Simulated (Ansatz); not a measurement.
CdCO$_{3}$ (space group R-3c)

```yaml
crystal:
  lattice:
    - [2.47190, 1.42715, 5.43107]
    - [-2.47190, 1.42715, 5.43107]
    - [0.00000, -2.85430, 5.43107]
  atoms:
    - { symbol: Cd, position: [0.00000, 0.00000, 0.00000] }
    - { symbol: Cd, position: [0.50000, 0.50000, 0.50000] }
    - { symbol: C, position: [0.25000, 0.25000, 0.25000] }
    - { symbol: C, position: [0.75000, 0.75000, 0.75000] }
    - { symbol: O, position: [0.25000, 0.98987, 0.51013] }
    - { symbol: O, position: [0.75000, 0.01013, 0.48987] }
    - { symbol: O, position: [0.51013, 0.25000, 0.98987] }
    - { symbol: O, position: [0.48987, 0.75000, 0.01013] }
    - { symbol: O, position: [0.98987, 0.51013, 0.25000] }
    - { symbol: O, position: [0.01013, 0.48987, 0.75000] }
```

The slice is a (0001) plane (indices of the conventional cell) through the point (0.490, 0.750, 0.010) (fractional), spanned by u = [1 0 -1] and v = [-1 2 -1] in vectors of this cell: u (4.94 Å) and v (8.56 Å, at 90° to u). It covers one period; positions are fractions (u, v).

Computed with r2SCAN (plane waves to 500 eV, PAW, scalar-relativistic; Ansatz, a first-principles code). k mesh 8×8×8. Near the nuclei the fields are pseudised (PAW); where an atom keeps semicore shells as valence, they peak there. CdCO3 was relaxed with its symmetry unable to fall.

The ELF has a maximum in the middle third of the C–O line. Where, and how high?

0.86, 0.6 Å from C.

What is the valence density on the shortest C–O line in this plane (1.29 Å), at its midpoint?

2.86 e/Å³.

Sketch the electron localisation function (ELF) on this plane as a map.


```
v \ u  0.00  0.11  0.22  0.33  0.44  0.56  0.67  0.78  0.89
-----  ----  ----  ----  ----  ----  ----  ----  ----  ----
0.88   0.54  0.07  0.54     x     x  0.83  0.08  0.05  0.21
0.75   0.19  0.02  0.11  0.40  0.37  0.06  0.04  0.25  0.45
0.62   0.88  0.42  0.05  0.07  0.48  0.29  0.11  0.75     x
0.50   0.06  0.02  0.03  0.71     x     x  0.81     x  0.38
0.38   0.88  0.42  0.05  0.07  0.47  0.29  0.11  0.75     x
0.25   0.19  0.02  0.11  0.40  0.37  0.06  0.04  0.25  0.45
0.12   0.54  0.07  0.54     x     x  0.83  0.08  0.05  0.21
0.00      x  0.82     x  0.30  0.16  0.04  0.01  0.30  0.81
```

Values: electron localisation function (ELF). Points within 0.3 Å of a nucleus are blanked (x), as the pseudised field means little there.
